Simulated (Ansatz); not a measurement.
## Al2Cu: enthalpy against pressure

Al2Cu, I4/mcm, a = 5.991 Å, c = 4.812 Å. The structure is a Materials Project entry; whether it is the stable form wasn't checked. Ansatz: r2SCAN, PAW, 500 eV, Γ-centred 10×10×10 mesh on 6 atoms, Gaussian smearing 0.10 eV; no spin polarisation. Cell and atoms are relaxed at each pressure, and no other structure is tried, so the rows at high pressure may lie past a change of phase. y is the enthalpy over the state at zero pressure; there V0 = 14.392 Å³/atom. The pressures are the targets, met within 0.05 GPa.

```
P (GPa) y (eV/atom)
   -1.0      -0.0903
    0.0       0.0000
    1.0       0.0895
    4.0       0.3535
   12.0            ?
   25.0       2.0638
   50.0       3.8920
   90.0       6.5302
```

Fit y = c1 P + c2 P² + c3 P³ to the other rows, say what c1 and c2 mean, and predict the missing value.

Least squares on the rows shown. y = 0.088556 P − 0.00026059 P² + 9.2040×10⁻⁷ P³. Since dH/dP = V, c1 is V0: 0.088556 eV/GPa × 160.2 = 14.187 Å³ against 14.392; c2 = −V0/(2B0) gives B0 = 170 GPa, where a Birch–Murnaghan fit to the volumes of the same runs (not shown) gives 115 GPa: a cubic over this range folds the higher terms into c2. At P = 12.0 the fit asked for gives 1.0267 eV/atom. The run gave 1.0301 eV/atom, so the fit is 0.0034 eV/atom too low, within twice the rms miss on the fitted rows (0.0017 eV/atom).